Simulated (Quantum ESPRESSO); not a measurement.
Sn4W3Ru, finding a planted mistake in a log

Computed values, not a measurement. The program is pw.x of Quantum ESPRESSO 7.5 (plane-wave density functional theory). The cell is made up: eight metal atoms on a face-centred cubic lattice, with elements, volume, strain and displacements drawn at random and not relaxed, so it may be unstable or far from any real phase. PseudoDojo standard norm-conserving files set the functional (PBE unless stated); there is no spin polarisation or spin-orbit coupling, the Fermi-Dirac width of 0.25 eV means electrons at about 2900 K, and the masses in the input are unused placeholders. The tin pseudopotential is less sure than most, with forces differing by about three percent from a second method on plain tin. Heavy elements are run without spin-orbit coupling, which real alloys of them have. A spin test at this wide smearing found no moment, but such smearing suppresses magnetism that the real alloy may have.

Intended input:

```
&control calculation='scf', pseudo_dir='./dojo.nc.sr.pbe.v0_5.standard.upf', outdir='./o', disk_io='minimal', tprnfor=.true., tstress=.true. /
&system ibrav=0, nat=8, ntyp=3, nbnd=70, ecutwfc=92.02030273, nosym=.true., tot_charge=0,
 occupations='smearing', smearing='fd', degauss=0.0183746611
/
&electrons conv_thr=1.470e-08, electron_maxstep=70, mixing_beta=0.5 /
ATOMIC_SPECIES
Ru 1.0 Ru.upf
Sn 1.0 Sn.upf
W 1.0 W.upf
CELL_PARAMETERS angstrom
0.0112 -0.0583 -4.1856
4.1237 -0.0681 -0.0112
0.1361 -8.1542 -0.1166
ATOMIC_POSITIONS angstrom
Sn -0.0259 0.0118 0.0633
W 0.0724 -4.0982 -0.0997
W 2.1262 -2.0682 -0.0563
W 2.1983 -6.1615 -0.043
Sn 0.0602 -2.086 -2.134
Sn 0.0558 -6.1773 -2.211
Sn 2.0845 -0.0991 -2.0549
Ru 2.1159 -4.1204 -2.1601
K_POINTS automatic
6 6 3 1 1 1
```

The log is shortened where brackets say so; the opening notice, blank lines, dates and the lines on written files are dropped, and the path of the files is cut. It prints rydbergs, bohrs and kilobars, and counts compression as positive stress. Its total energy is the free energy E - TS of the whole cell.

Log of the intended run:

```
     Program PWSCF v.7.5
     Parallel version (MPI & OpenMP), running on       4 processor cores
     Number of MPI processes:                 4
     Threads/MPI process:                     1
     [start-up lines left out]
     bravais-lattice index     =            0
     lattice parameter (alat)  =       7.9104  a.u.
     unit-cell volume          =     949.3227 (a.u.)^3
     number of atoms/cell      =            8
     number of atomic types    =            3
     number of electrons       =       114.00
     number of Kohn-Sham states=           70
     kinetic-energy cutoff     =      92.0203  Ry
     charge density cutoff     =     368.0812  Ry
     scf convergence threshold =      1.5E-08
     mixing beta               =       0.5000
     number of iterations used =            8  plain     mixing
     Exchange-correlation= PBE
                           (   1   4   3   4   0   0   0)
     [axes and pseudopotential details left out]
   Cartesian axes
     site n.     atom                  positions (alat units)
         1        Sn     tau(   1) = (  -0.0061873   0.0028189   0.0151218  )
         2        W      tau(   2) = (   0.0172957  -0.9790204  -0.0238174  )
         3        W      tau(   3) = (   0.5079287  -0.4940730  -0.0134495  )
         4        W      tau(   4) = (   0.5251526  -1.4719229  -0.0102723  )
         5        Sn     tau(   5) = (   0.0143812  -0.4983253  -0.5097920  )
         6        Sn     tau(   6) = (   0.0133301  -1.4756973  -0.5281866  )
         7        Sn     tau(   7) = (   0.4979669  -0.0236740  -0.4908958  )
         8        Ru     tau(   8) = (   0.5054681  -0.9843238  -0.5160270  )
     number of k points=    54  Fermi-Dirac smearing, width (Ry)=  0.0184
                       cart. coord. in units 2pi/alat
        k(    1) = (   0.0829994  -0.0830023  -0.0819635), wk =   0.0370370
        k(    2) = (   0.0886410   0.2593983  -0.0867176), wk =   0.0370370
     [further k points left out]
     Dense  grid:   113187 G-vectors     FFT dimensions: (  50,  48,  96)
     Estimated max dynamical RAM per process >     409.32 MB
     Estimated total dynamical RAM >       1.52 GB
     Initial potential from superposition of free atoms
     starting charge     113.9915, renormalised to     114.0000
     Starting wfcs are   76 randomized atomic wfcs
     total cpu time spent up to now is        6.6 secs
     per-process dynamical memory:   327.4 Mb
     Self-consistent Calculation
     iteration #  1     ecut=    92.02 Ry     beta= 0.50
     Davidson diagonalization with overlap
     ethr =  1.00E-02,  avg # of iterations =  3.2
     Threshold (ethr) on eigenvalues was too large:
     Diagonalizing with lowered threshold
     Davidson diagonalization with overlap
     ethr =  6.22E-04,  avg # of iterations =  2.8
     total cpu time spent up to now is       37.1 secs
     total energy              =   -1286.87188899 Ry
     estimated scf accuracy    <       0.73506714 Ry
     iteration #  2     ecut=    92.02 Ry     beta= 0.50
     Davidson diagonalization with overlap
     ethr =  6.45E-04,  avg # of iterations =  3.5
     total cpu time spent up to now is       53.1 secs
     total energy              =   -1286.81191442 Ry
     estimated scf accuracy    <       4.70119136 Ry
     [iterations 3 to 12 left out]
     iteration # 13     ecut=    92.02 Ry     beta= 0.50
     Davidson diagonalization with overlap
     ethr =  1.69E-10,  avg # of iterations =  2.0
     total cpu time spent up to now is      210.1 secs
     total energy              =   -1287.23590389 Ry
     estimated scf accuracy    <       0.00000003 Ry
     iteration # 14     ecut=    92.02 Ry     beta= 0.50
     Davidson diagonalization with overlap
     ethr =  2.66E-11,  avg # of iterations =  1.8
     total cpu time spent up to now is      223.2 secs
     End of self-consistent calculation
     [lines on levels left out]
!    total energy              =   -1287.23590389 Ry
     estimated scf accuracy    <          2.3E-09 Ry
     smearing contrib. (-TS)   =      -0.11675955 Ry
     internal energy E=F+TS    =   -1287.11914434 Ry
     The total energy is F=E-TS. E is the sum of the following terms:
     one-electron contribution =    -213.70085951 Ry
     hartree contribution      =     192.27882390 Ry
     xc contribution           =    -310.69220623 Ry
     ewald contribution        =    -955.00490250 Ry
     convergence has been achieved in  14 iterations
     Forces acting on atoms (cartesian axes, Ry/au):
     atom    1 type  2   force =     0.02020688   -0.00596885   -0.02445407
     atom    2 type  3   force =    -0.00286436   -0.00294527    0.00376302
     atom    3 type  3   force =    -0.00402338   -0.07606762    0.00417845
     atom    4 type  3   force =    -0.00848915    0.07101385   -0.01382207
     atom    5 type  2   force =    -0.00651475   -0.13148848    0.00231671
     atom    6 type  2   force =     0.03179328    0.14501778    0.02476029
     atom    7 type  2   force =    -0.02271810    0.00738075    0.00119923
     atom    8 type  1   force =    -0.00739041   -0.00694216    0.00205845
     Total force =     0.229933     Total SCF correction =     0.000309
     Computing stress (Cartesian axis) and pressure
          total   stress  (Ry/bohr**3)                   (kbar)     P=      144.73
   0.00087894   0.00009181   0.00003508          129.30       13.51        5.16
   0.00009181   0.00078101  -0.00008292           13.51      114.89      -12.20
   0.00003508  -0.00008292   0.00129163            5.16      -12.20      190.01
     init_run     :      6.08s CPU      6.40s WALL (       1 calls)
     electrons    :    211.13s CPU    216.61s WALL (       1 calls)
     forces       :      2.53s CPU      2.56s WALL (       1 calls)
     stress       :      8.90s CPU      9.11s WALL (       1 calls)
     [timing details left out]
     PWSCF        :   3m48.85s CPU   3m54.96s WALL
     JOB DONE.
```

A second run was made from an input with one planted mistake. Its log:

```
     Program PWSCF v.7.5
     Parallel version (MPI & OpenMP), running on       4 processor cores
     Number of MPI processes:                 4
     Threads/MPI process:                     1
     [start-up lines left out]
     bravais-lattice index     =            0
     lattice parameter (alat)  =       7.7759  a.u.
     unit-cell volume          =     901.7191 (a.u.)^3
     number of atoms/cell      =            8
     number of atomic types    =            3
     number of electrons       =       114.00
     number of Kohn-Sham states=           70
     kinetic-energy cutoff     =      92.0203  Ry
     charge density cutoff     =     368.0812  Ry
     scf convergence threshold =      1.5E-08
     mixing beta               =       0.5000
     number of iterations used =            8  plain     mixing
     Exchange-correlation= PBE
                           (   1   4   3   4   0   0   0)
     [axes and pseudopotential details left out]
   Cartesian axes
     site n.     atom                  positions (alat units)
         1        Sn     tau(   1) = (  -0.0061971   0.0028191   0.0151161  )
         2        W      tau(   2) = (   0.0173033  -0.9790237  -0.0238164  )
         3        W      tau(   3) = (   0.5079452  -0.4940685  -0.0134392  )
         4        W      tau(   4) = (   0.5251514  -1.4719500  -0.0102799  )
         5        Sn     tau(   5) = (   0.0143870  -0.4983215  -0.5097922  )
         6        Sn     tau(   6) = (   0.0133420  -1.4757169  -0.5281892  )
         7        Sn     tau(   7) = (   0.4979812  -0.0236706  -0.4909092  )
         8        Ru     tau(   8) = (   0.5054664  -0.9843459  -0.5160379  )
     number of k points=    54  Fermi-Dirac smearing, width (Ry)=  0.0184
                       cart. coord. in units 2pi/alat
        k(    1) = (   0.0829995  -0.0830011  -0.0819639), wk =   0.0370370
        k(    2) = (   0.0886374   0.2593947  -0.0867172), wk =   0.0370370
     [further k points left out]
     Dense  grid:   107579 G-vectors     FFT dimensions: (  48,  48,  96)
     Estimated max dynamical RAM per process >     389.59 MB
     Estimated total dynamical RAM >       1.44 GB
     Initial potential from superposition of free atoms
     starting charge     113.9915, renormalised to     114.0000
     Starting wfcs are   76 randomized atomic wfcs
     total cpu time spent up to now is        6.9 secs
     per-process dynamical memory:   311.4 Mb
     Self-consistent Calculation
     iteration #  1     ecut=    92.02 Ry     beta= 0.50
     Davidson diagonalization with overlap
     ethr =  1.00E-02,  avg # of iterations =  3.2
     Threshold (ethr) on eigenvalues was too large:
     Diagonalizing with lowered threshold
     Davidson diagonalization with overlap
     ethr =  6.72E-04,  avg # of iterations =  2.4
     total cpu time spent up to now is       37.8 secs
     total energy              =   -1286.77787661 Ry
     estimated scf accuracy    <       0.78856303 Ry
     iteration #  2     ecut=    92.02 Ry     beta= 0.50
     Davidson diagonalization with overlap
     ethr =  6.92E-04,  avg # of iterations =  3.8
     total cpu time spent up to now is       54.9 secs
     total energy              =   -1286.74794118 Ry
     estimated scf accuracy    <       4.38145958 Ry
     [iterations 3 to 12 left out]
     iteration # 13     ecut=    92.02 Ry     beta= 0.50
     Davidson diagonalization with overlap
     ethr =  1.95E-10,  avg # of iterations =  2.0
     total cpu time spent up to now is      229.5 secs
     total energy              =   -1287.17024481 Ry
     estimated scf accuracy    <       0.00000003 Ry
     iteration # 14     ecut=    92.02 Ry     beta= 0.50
     Davidson diagonalization with overlap
     ethr =  2.50E-11,  avg # of iterations =  1.2
     total cpu time spent up to now is      242.1 secs
     End of self-consistent calculation
     [lines on levels left out]
!    total energy              =   -1287.17024481 Ry
     estimated scf accuracy    <          2.7E-09 Ry
     smearing contrib. (-TS)   =      -0.11000243 Ry
     internal energy E=F+TS    =   -1287.06024238 Ry
     The total energy is F=E-TS. E is the sum of the following terms:
     one-electron contribution =    -189.54743025 Ry
     hartree contribution      =     185.14156524 Ry
     xc contribution           =    -311.13043812 Ry
     ewald contribution        =    -971.52393926 Ry
     convergence has been achieved in  14 iterations
     Forces acting on atoms (cartesian axes, Ry/au):
     atom    1 type  2   force =     0.02468086   -0.00694482   -0.02796853
     atom    2 type  3   force =    -0.00255077   -0.00289581    0.00540397
     atom    3 type  3   force =    -0.00632931   -0.07472471    0.00606695
     atom    4 type  3   force =    -0.01297935    0.06842895   -0.01830726
     atom    5 type  2   force =    -0.00706484   -0.13983887    0.00212001
     atom    6 type  2   force =     0.03780474    0.15605063    0.03018450
     atom    7 type  2   force =    -0.02595227    0.00917515    0.00075743
     atom    8 type  1   force =    -0.00760907   -0.00925052    0.00174293
     Total force =     0.244001     Total SCF correction =     0.000366
     Computing stress (Cartesian axis) and pressure
          total   stress  (Ry/bohr**3)                   (kbar)     P=      266.28
   0.00169069   0.00012811   0.00004584          248.71       18.85        6.74
   0.00012811   0.00158725  -0.00011988           18.85      233.49      -17.64
   0.00004584  -0.00011988   0.00215256            6.74      -17.64      316.65
     init_run     :      6.38s CPU      6.68s WALL (       1 calls)
     electrons    :    229.77s CPU    235.20s WALL (       1 calls)
     forces       :      2.47s CPU      2.49s WALL (       1 calls)
     stress       :      8.47s CPU      8.65s WALL (       1 calls)
     [timing details left out]
     PWSCF        :   4m 7.31s CPU   4m13.32s WALL
     JOB DONE.
```

Question: the log repeats what the program read. Compare it with the intended run: what was wrong in the second input?

Answer: the cell and the positions are scaled by a wrong factor. The input lines that differ:

```
- 0.0112 -0.0583 -4.1856
- 4.1237 -0.0681 -0.0112
- 0.1361 -8.1542 -0.1166
+ 0.011 -0.0573 -4.1144
+ 4.0536 -0.0669 -0.011
+ 0.1338 -8.0156 -0.1146
- Sn -0.0259 0.0118 0.0633
- W 0.0724 -4.0982 -0.0997
- W 2.1262 -2.0682 -0.0563
- W 2.1983 -6.1615 -0.043
- Sn 0.0602 -2.086 -2.134
- Sn 0.0558 -6.1773 -2.211
- Sn 2.0845 -0.0991 -2.0549
- Ru 2.1159 -4.1204 -2.1601
+ Sn -0.0255 0.0116 0.0622
+ W 0.0712 -4.0285 -0.098
+ W 2.0901 -2.033 -0.0553
+ W 2.1609 -6.0568 -0.0423
+ Sn 0.0592 -2.0505 -2.0977
+ Sn 0.0549 -6.0723 -2.1734
+ Sn 2.0491 -0.0974 -2.02
+ Ru 2.0799 -4.0504 -2.1234
```

```
                                            intended run  run with the mistake
                          free energy (eV)    -17513.737            -17512.843
         entropy term -TS, part of it (eV)        -1.589                -1.497
                            pressure (GPa)         14.47                 26.63
size of the largest force component (eV/Å)         3.729                 4.012
largest change of a force component (eV/Å)                               0.284
                                iterations            14                    14
```

For scale, a rerun of the intended cell at a higher cutoff and on a denser mesh moved values by no more than 0.008 eV in energy, 0.13 GPa in stress and 0.020 eV/Å in force, and a second program with other atomic files agreed on that cell to 2 % rms in force and 0.5 GPa in pressure.